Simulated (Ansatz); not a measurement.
Geometry optimisation in Ansatz: input, command and trajectory.

```yaml
crystal:
  lattice:
    - [3.0584217918, -5.2973419458, 0.0]
    - [-6.1168435935, 5.7e-09, 0.0]
    - [0.0, 0.0, -10.0121483156]
  atoms:
    - { symbol: P, position: [0.3470968639, 0.1627982197, 0.0541141702], spin: 0.2 }
    - { symbol: Si, position: [0.8333333333, 0.1666666667, 0.0621585359] }
    - { symbol: Si, position: [0.3333333333, 0.6666666667, 0.0621585359] }
    - { symbol: Si, position: [0.8333333333, 0.6666666667, 0.0621585359] }
    - { symbol: Si, position: [0.1666666667, 0.3333333333, 0.5621585359] }
    - { symbol: Si, position: [0.6666666667, 0.3333333333, 0.5621585359] }
    - { symbol: Si, position: [0.1666666667, 0.8333333333, 0.5621585359] }
    - { symbol: Si, position: [0.6666666667, 0.8333333333, 0.5621585359] }
    - { symbol: Si, position: [0.5, 0.0, 0.3120994208] }
    - { symbol: Si, position: [1.0, 0.0, 0.3120994208] }
    - { symbol: Si, position: [0.5, 0.5, 0.3120994208] }
    - { symbol: Si, position: [1.0, 0.5, 0.3120994208] }
    - { symbol: Si, position: [0.0, 0.5, 0.8120994208] }
    - { symbol: Si, position: [0.5, 0.5, 0.8120994208] }
    - { symbol: Si, position: [0.0, 1.0, 0.8120994208] }
    - { symbol: Si, position: [0.5, 1.0, 0.8120994208] }
    - { symbol: C, position: [0.3401045358, 0.1418826472, 0.2473609196], spin: 0.2 }
    - { symbol: C, position: [0.8333333333, 0.1666666667, 0.250192222] }
    - { symbol: C, position: [0.3333333333, 0.6666666667, 0.250192222] }
    - { symbol: C, position: [0.8333333333, 0.6666666667, 0.250192222] }
    - { symbol: C, position: [0.1666666667, 0.3333333333, 0.750192222] }
    - { symbol: C, position: [0.6666666667, 0.3333333333, 0.750192222] }
    - { symbol: C, position: [0.1666666667, 0.8333333333, 0.750192222] }
    - { symbol: C, position: [0.6666666667, 0.8333333333, 0.750192222] }
    - { symbol: C, position: [0.0, 0.0, 0.4995508213] }
    - { symbol: C, position: [0.5, 0.0, 0.4995508213] }
    - { symbol: C, position: [0.0, 0.5, 0.4995508213] }
    - { symbol: C, position: [0.5, 0.5, 0.4995508213] }
    - { symbol: C, position: [0.507718126, 0.4992195542, 0.9980979493], spin: 0.2 }
    - { symbol: C, position: [1.0, 0.5, 0.9995508213] }
    - { symbol: C, position: [0.4914695765, 1.0124172711, 1.0087479763], spin: 0.2 }
    - { symbol: C, position: [1.0013617509, 1.000630584, 1.0043868376], spin: 0.2 }
  host:
    lattice:
      - [3.0584217968, -2.9e-09, 0.0]
      - [-1.5292108959, 2.6486709729, 0.0]
      - [0.0, 0.0, 10.0121483156]
    atoms:
      - { symbol: Si, position: [0.6666666667, 0.3333333333, 0.9378414641] }
      - { symbol: Si, position: [0.3333333333, 0.6666666667, 0.4378414641] }
      - { symbol: Si, position: [0.0, 0.0, 0.6879005792] }
      - { symbol: Si, position: [0.0, 0.0, 0.1879005792] }
      - { symbol: C, position: [0.6666666667, 0.3333333333, 0.749807778] }
      - { symbol: C, position: [0.3333333333, 0.6666666667, 0.249807778] }
      - { symbol: C, position: [0.0, 0.0, 0.5004491787] }
      - { symbol: C, position: [0.0, 0.0, 0.0004491787] }
basis:
  ecutwfc: 420
  xc_grid: 2
kpoints:
  mp_grid: { grid: [2, 2, 2], shift: [0.0, 0.0, 0.0] }
hamiltonian:
  xc: lda
scf:
  occupations: { method: gaussian, width: 0.01 }
output:
  forces: true
  stress: false
  eigenvalues: true
  populations: true
  charged_corrections:
    defect_position: [0.33333333, 0.16666667, 0.06215854]
    epsilon: [[10.2733, 0.0, 0.0], [0.0, 10.2733, 0.0], [0.0, 0.0, 10.9574]]
  write_density: true
  write_potential: true
  elf: true
  volumetric_format: npy
magnetization:
  spin_polarized: true
relax:
  adjacent_minimum: "off"
  f_tol: 0.025
  max_steps: 45
```

```bash
ansatz run input.yaml --threads 4 --pin off --max-ram 8192MiB --backend cpu --events-out ev --progress --plain --runs-dir out
```

These are results of Ansatz 0.2.0, DFT LDA, scalar-relativistic, plane waves, PAW, not measurements.

The cell holds a point defect: P on a Si site (b), neutral.

Of 5 frames 5 are shown, positions in Å and forces in eV/Å; the SCF threshold varies from step to step.

```xyz
32
Lattice="3.0584 -5.2973 0.0000 -6.1168 0.0000 0.0000 0.0000 0.0000 -10.0121" Properties=species:S:1:pos:R:3:forces:R:3 pbc="T T T" step=1 free_energy_over_end_meV_per_atom=32.00
P     0.0658   -1.8387   -0.5418   -3.7060    2.7123   -2.4536
Si    1.5292   -4.4145   -0.6223   -0.4325   -0.1958   -0.7207
Si   -3.0584   -1.7658   -0.6223    0.0938    0.1478   -0.3468
Si   -1.5292   -4.4145   -0.6223    0.3061   -0.5954   -0.6245
Si   -1.5292   -0.8829   -5.6284   -0.0402    0.0369    0.0488
Si    0.0000   -3.5316   -5.6284   -0.0181   -0.0838   -0.0507
Si   -4.5876   -0.8829   -5.6284    0.0348    0.0654   -0.0091
Si   -3.0584   -3.5316   -5.6284   -0.0262   -0.0170    0.1862
Si    1.5292   -2.6487   -3.1248    2.4604   -1.4519   -0.7343
Si    3.0584   -5.2973   -3.1248    0.3208   -0.0619    0.3172
Si   -1.5292   -2.6487   -3.1248    0.6137    0.0437    0.3028
Si    0.0000   -5.2973   -3.1248    0.0360    0.0252    0.0318
Si   -3.0584    0.0000   -8.1309    0.0203   -0.0277    0.0168
Si   -1.5292   -2.6487   -8.1309    0.2629    0.0994    0.6325
Si   -6.1168    0.0000   -8.1309   -0.0208   -0.2715   -0.0882
Si   -4.5876   -2.6487   -8.1309   -0.3558    0.2021   -0.0278
C     0.1723   -1.8016   -2.4766   -4.6082    1.5141    1.7976
C     1.5292   -4.4145   -2.5050    0.0845   -0.3774    0.0304
C    -3.0584   -1.7658   -2.5050    0.6553   -0.0032    0.1423
C    -1.5292   -4.4145   -2.5050    0.0661    0.2745    0.0236
C    -1.5292   -0.8829   -7.5110    0.0239   -0.0156   -0.1998
C     0.0000   -3.5316   -7.5110    0.0312    0.0264   -0.1193
C    -4.5876   -0.8829   -7.5110   -0.0437   -0.0374   -0.2327
C    -3.0584   -3.5316   -7.5110   -0.0588    0.0038   -0.6476
C     0.0000    0.0000   -5.0016   -0.0163   -0.1451    0.0087
C     1.5292   -2.6487   -5.0016   -0.0764    0.0636   -0.0146
C    -3.0584    0.0000   -5.0016   -0.0121   -0.0122   -0.0802
C    -1.5292   -2.6487   -5.0016    0.1171    0.0877    0.0011
C    -1.5008   -2.6896   -9.9931    0.0673    1.1557   -0.6872
C     0.0000   -5.2973  -10.0077    0.0411   -0.1295   -0.0515
C    -4.6897   -2.6035  -10.0997    4.0889   -2.0893    2.7358
C    -3.0581   -5.3046  -10.0561    0.0908   -0.9441    0.8130
32
Lattice="3.0584 -5.2973 0.0000 -6.1168 0.0000 0.0000 0.0000 0.0000 -10.0121" Properties=species:S:1:pos:R:3:forces:R:3 pbc="T T T" step=2 free_energy_over_end_meV_per_atom=11.67
P     0.0666   -1.8141   -0.5563   -2.4956    1.6574   -1.4733
Si    1.5364   -4.4216   -0.6319   -0.2885   -0.0098   -0.2449
Si   -3.0534   -1.7582   -0.6351    0.1044   -0.0349   -0.0512
Si   -1.5204   -4.4144   -0.6324    0.1898   -0.2786   -0.2388
Si   -1.5291   -0.8841   -5.6316   -0.0462   -0.0050    0.0303
Si    0.0013   -3.5354   -5.6301   -0.0611   -0.0497   -0.0195
Si   -4.5884   -0.8847   -5.6255    0.0454    0.0623   -0.0091
Si   -3.0641   -3.5339   -5.6332    0.0584    0.0089    0.1291
Si    1.5158   -2.6440   -3.1016    1.5961   -0.8729   -0.5725
Si    3.0663   -5.2947   -3.1175    0.0771   -0.0655    0.1108
Si   -1.5385   -2.6637   -3.1360    0.4384    0.2079    0.3306
Si    0.0080   -5.3017   -3.1306    0.0359   -0.0169   -0.0270
Si   -3.0566   -0.0020   -8.1376    0.0175    0.0022   -0.0111
Si   -1.5204   -2.6445   -8.1391    0.0792    0.0053    0.3542
Si   -6.1162   -0.0075   -8.1223   -0.0052   -0.0672   -0.1733
Si   -4.5960   -2.6433   -8.1070   -0.1195    0.0497   -0.3720
C     0.0803   -1.7942   -2.4607   -2.1704    0.7824    1.1653
C     1.5345   -4.4221   -2.5084    0.0352   -0.0210    0.1148
C    -3.0480   -1.7682   -2.5094    0.0181   -0.0315    0.0778
C    -1.5176   -4.4172   -2.5089   -0.0674    0.0116   -0.0049
C    -1.5305   -0.8845   -7.5153    0.0616    0.0088   -0.0752
C    -0.0033   -3.5368   -7.5119    0.0771    0.0771   -0.0475
C    -4.5846   -0.8784   -7.5086   -0.0578   -0.0870   -0.0666
C    -3.0556   -3.5302   -7.5283   -0.0958    0.0053   -0.2227
C    -0.0011   -0.0036   -4.9973    0.0050   -0.0985   -0.0156
C     1.5254   -2.6490   -4.9872   -0.0944    0.0469   -0.1108
C    -3.0577   -0.0031   -5.0066    0.0102    0.0068    0.0069
C    -1.5296   -2.6514   -5.0112    0.0805    0.0460    0.1076
C    -1.4932   -2.6613  -10.0191    0.1420    0.6530   -0.2767
C     0.0065   -5.2973  -10.0150   -0.0052   -0.0528   -0.0354
C    -4.6582   -2.6136  -10.0543    2.3355   -1.1838    1.3617
C    -3.0486   -5.3102  -10.0339    0.0997   -0.7566    0.2592
32
Lattice="3.0584 -5.2973 0.0000 -6.1168 0.0000 0.0000 0.0000 0.0000 -10.0121" Properties=species:S:1:pos:R:3:forces:R:3 pbc="T T T" step=3 free_energy_over_end_meV_per_atom=0.11
P     0.0067   -1.7703   -0.5875   -0.0157    0.0106   -0.0337
Si    1.5284   -4.4220   -0.6367    0.0040    0.0094    0.0418
Si   -3.0514   -1.7587   -0.6370   -0.0108   -0.0274    0.0446
Si   -1.5149   -4.4229   -0.6358   -0.0204    0.0197    0.0107
Si   -1.5263   -0.8858   -5.6301   -0.0186    0.0115   -0.0524
Si    0.0024   -3.5352   -5.6325    0.0250   -0.0098   -0.0125
Si   -4.5849   -0.8849   -5.6312    0.0352   -0.0135   -0.0316
Si   -3.0554   -3.5349   -5.6290   -0.0047    0.0020   -0.0334
Si    1.5422   -2.6566   -3.1090   -0.0142    0.0033   -0.0036
Si    3.0640   -5.2937   -3.1089    0.0096   -0.0194    0.0087
Si   -1.5294   -2.6564   -3.1098    0.0134   -0.0042    0.0134
Si    0.0065   -5.3017   -3.1355   -0.0174    0.0094   -0.0135
Si   -3.0530   -0.0033   -8.1390   -0.0136   -0.0009   -0.0027
Si   -1.5128   -2.6445   -8.1322   -0.0312   -0.0357    0.0208
Si   -6.1126   -0.0180   -8.1340    0.0194    0.0453    0.0544
Si   -4.5946   -2.6452   -8.1335    0.0447   -0.0183    0.0502
C     0.0073   -1.7705   -2.4105   -0.0202    0.0106   -0.2523
C     1.5323   -4.4206   -2.5067    0.0012    0.0099   -0.0049
C    -3.0515   -1.7666   -2.5072   -0.0071    0.0070   -0.0031
C    -1.5201   -4.4205   -2.5078    0.0011    0.0049    0.0207
C    -1.5248   -0.8857   -7.5150   -0.0028   -0.0043    0.0007
C     0.0047   -3.5354   -7.5164   -0.0014    0.0057    0.0024
C    -4.5824   -0.8860   -7.5156   -0.0032   -0.0005   -0.0056
C    -3.0533   -3.5361   -7.5389   -0.0144    0.0163   -0.0337
C     0.0025   -0.0113   -4.9913    0.0146    0.0297    0.0011
C     1.5251   -2.6477   -4.9920    0.0244   -0.0094    0.0006
C    -3.0551   -0.0027   -5.0100   -0.0041   -0.0067    0.0262
C    -1.5193   -2.6476   -4.9925   -0.0129   -0.0208    0.0072
C    -1.4885   -2.6318  -10.0333   -0.0690   -0.0456    0.0702
C     0.0067   -5.2997  -10.0169    0.0032   -0.0111   -0.0269
C    -4.6163   -2.6308  -10.0338    0.0876   -0.0609    0.0692
C    -3.0522   -5.3421  -10.0339   -0.0024    0.0933    0.0676
32
Lattice="3.0584 -5.2973 0.0000 -6.1168 0.0000 0.0000 0.0000 0.0000 -10.0121" Properties=species:S:1:pos:R:3:forces:R:3 pbc="T T T" step=4 free_energy_over_end_meV_per_atom=0.01
P     0.0052   -1.7693   -0.5925   -0.0005    0.0001    0.0542
Si    1.5277   -4.4218   -0.6330   -0.0004   -0.0002   -0.0192
Si   -3.0532   -1.7615   -0.6331    0.0000   -0.0001   -0.0192
Si   -1.5173   -4.4218   -0.6331   -0.0002   -0.0002   -0.0193
Si   -1.5252   -0.8857   -5.6324   -0.0049    0.0028    0.0043
Si    0.0051   -3.5363   -5.6325    0.0004   -0.0058    0.0045
Si   -4.5815   -0.8857   -5.6324    0.0052    0.0027    0.0044
Si   -3.0534   -3.5350   -5.6326    0.0002   -0.0001    0.0131
Si    1.5419   -2.6565   -3.1118    0.0194   -0.0112    0.0045
Si    3.0636   -5.2922   -3.1118    0.0001    0.0229    0.0046
Si   -1.5315   -2.6565   -3.1118   -0.0199   -0.0116    0.0043
Si    0.0052   -5.3008   -3.1344   -0.0003   -0.0001    0.0292
Si   -3.0533   -0.0035   -8.1396   -0.0001    0.0000   -0.0106
Si   -1.5134   -2.6460   -8.1295    0.0227    0.0132   -0.0150
Si   -6.1117   -0.0158   -8.1296    0.0002   -0.0261   -0.0145
Si   -4.5931   -2.6460   -8.1296   -0.0228    0.0131   -0.0143
C     0.0052   -1.7693   -2.4243    0.0000    0.0003   -0.0038
C     1.5321   -4.4193   -2.5055   -0.0089   -0.0052   -0.0055
C    -3.0532   -1.7667   -2.5055   -0.0001    0.0105   -0.0053
C    -1.5218   -4.4193   -2.5055    0.0089   -0.0049   -0.0053
C    -1.5249   -0.8859   -7.5153   -0.0011    0.0005    0.0036
C     0.0051   -3.5360   -7.5153    0.0002   -0.0012    0.0037
C    -4.5817   -0.8859   -7.5153    0.0009    0.0004    0.0036
C    -3.0533   -3.5351   -7.5402    0.0000    0.0003    0.0130
C     0.0051   -0.0097   -4.9945    0.0003   -0.0057    0.0024
C     1.5289   -2.6490   -4.9945   -0.0046    0.0027    0.0021
C    -3.0533   -0.0035   -5.0082    0.0003    0.0000   -0.0023
C    -1.5188   -2.6490   -4.9945    0.0050    0.0029    0.0023
C    -1.4917   -2.6335  -10.0292    0.0154    0.0091   -0.0067
C     0.0052   -5.3008  -10.0174   -0.0001   -0.0001    0.0010
C    -4.6148   -2.6335  -10.0292   -0.0154    0.0087   -0.0069
C    -3.0532   -5.3382  -10.0292    0.0000   -0.0178   -0.0068
32
Lattice="3.0584 -5.2973 0.0000 -6.1168 0.0000 0.0000 0.0000 0.0000 -10.0121" Properties=species:S:1:pos:R:3:forces:R:3 pbc="T T T" step=5 free_energy_over_end_meV_per_atom=0.00
P     0.0052   -1.7693   -0.5908   -0.0004    0.0002   -0.0054
Si    1.5277   -4.4218   -0.6341   -0.0025   -0.0015    0.0034
Si   -3.0533   -1.7615   -0.6341   -0.0001    0.0027    0.0033
Si   -1.5174   -4.4218   -0.6341    0.0024   -0.0014    0.0032
Si   -1.5254   -0.8856   -5.6321    0.0018   -0.0010    0.0019
Si    0.0051   -3.5366   -5.6321    0.0001    0.0020    0.0019
Si   -4.5811   -0.8856   -5.6321   -0.0017   -0.0010    0.0019
Si   -3.0533   -3.5351   -5.6319    0.0001    0.0000   -0.0045
Si    1.5423   -2.6568   -3.1114   -0.0067    0.0039   -0.0044
Si    3.0636   -5.2916   -3.1114    0.0000   -0.0082   -0.0043
Si   -1.5321   -2.6568   -3.1114    0.0070    0.0040   -0.0044
Si    0.0051   -5.3008   -3.1332    0.0001   -0.0001   -0.0043
Si   -3.0533   -0.0035   -8.1404    0.0000    0.0000    0.0000
Si   -1.5127   -2.6456   -8.1302   -0.0059   -0.0034    0.0038
Si   -6.1117   -0.0166   -8.1302   -0.0001    0.0069    0.0038
Si   -4.5938   -2.6456   -8.1302    0.0059   -0.0034    0.0038
C     0.0051   -1.7693   -2.4239    0.0000    0.0002    0.0029
C     1.5319   -4.4194   -2.5059    0.0007    0.0005    0.0022
C    -3.0533   -1.7664   -2.5059   -0.0002   -0.0008    0.0022
C    -1.5216   -4.4194   -2.5059   -0.0009    0.0005    0.0022
C    -1.5250   -0.8858   -7.5152    0.0002   -0.0001   -0.0016
C     0.0052   -3.5362   -7.5152    0.0000    0.0003   -0.0017
C    -4.5815   -0.8858   -7.5152   -0.0003   -0.0002   -0.0017
C    -3.0533   -3.5351   -7.5400    0.0000    0.0000   -0.0002
C     0.0051   -0.0099   -4.9941    0.0000    0.0016    0.0018
C     1.5288   -2.6489   -4.9941    0.0013   -0.0007    0.0018
C    -3.0533   -0.0035   -5.0075    0.0000    0.0000   -0.0017
C    -1.5185   -2.6489   -4.9941   -0.0014   -0.0008    0.0019
C    -1.4913   -2.6332  -10.0297    0.0001    0.0001   -0.0012
C     0.0052   -5.3008  -10.0181    0.0001    0.0000   -0.0040
C    -4.6153   -2.6332  -10.0296    0.0003   -0.0001   -0.0014
C    -3.0533   -5.3387  -10.0296    0.0000   -0.0002   -0.0014
```

It took 53 s on 4 threads of Arm Neoverse V2, on a shared host, peak memory 1.3 GiB.